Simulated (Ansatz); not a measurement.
CaGe2Au2:
```cif
data_Au4Ca2Ge4
_chemical_formula_sum 'Ca2 Au4 Ge4'
_space_group_name_H-M_alt 'I4/mmm'
_space_group_IT_number 139
_space_group_name_Hall '-I 4 2'
_cell_length_a 4.44609
_cell_length_b 4.44609
_cell_length_c 10.34558
_cell_angle_alpha 90.000
_cell_angle_beta 90.000
_cell_angle_gamma 90.000
loop_
_atom_site_label
_atom_site_type_symbol
_atom_site_symmetry_multiplicity
_atom_site_Wyckoff_symbol
_atom_site_fract_x
_atom_site_fract_y
_atom_site_fract_z
_atom_site_occupancy
Ca1 Ca 2 a 0.00000 0.00000 0.00000 1
Au1 Au 4 d 0.00000 0.50000 0.25000 1
Ge1 Ge 4 e 0.00000 0.00000 0.38239 1
```
(The calculation used a cell of 5 atoms; values per cell refer to that cell.)

Relaxed at zero pressure with the program Ansatz at the r²SCAN level (PAW).

Problem. The volume is raised by 6 % and shape and atoms relax at that volume. What pressure results, and how do the axes share the change?

Solution. -4.2 GPa; a 2.4 %, b 2.4 %, c 1.1 %; the energy rises by 17 meV/atom.

Problem. Give the new structure.

Solution. 
Space group I4/mmm (No. 139); a = b = 4.5519 Å, c = 10.4625 Å, α = β = γ = 90.00°

```json
[
 {"atom": "Ca", "site": "2a", "symmetry": "4/mmm", "x": "0.0000", "y": "0.0000", "z": "0.0000"},
 {"atom": "Au", "site": "4d", "symmetry": "-4m2", "x": "0.0000", "y": "0.5000", "z": "0.2500"},
 {"atom": "Ge", "site": "4e", "symmetry": "4mm", "x": "0.0000", "y": "0.0000", "z": "0.3803"}
]
```

The phase is kept; no other phase was compared at this pressure.

The workflow started from an entry of the Crystallography Open Database (COD). Its standing as an ambient phase is unchecked. The cell was relaxed with r²SCAN under the symmetry of its start; whether a distortion lowers the energy is not shown. Scalar-relativistic: spin–orbit coupling is off unless named, which matters more the heavier the elements.

Potentials: the later of the program's two PAW sets.
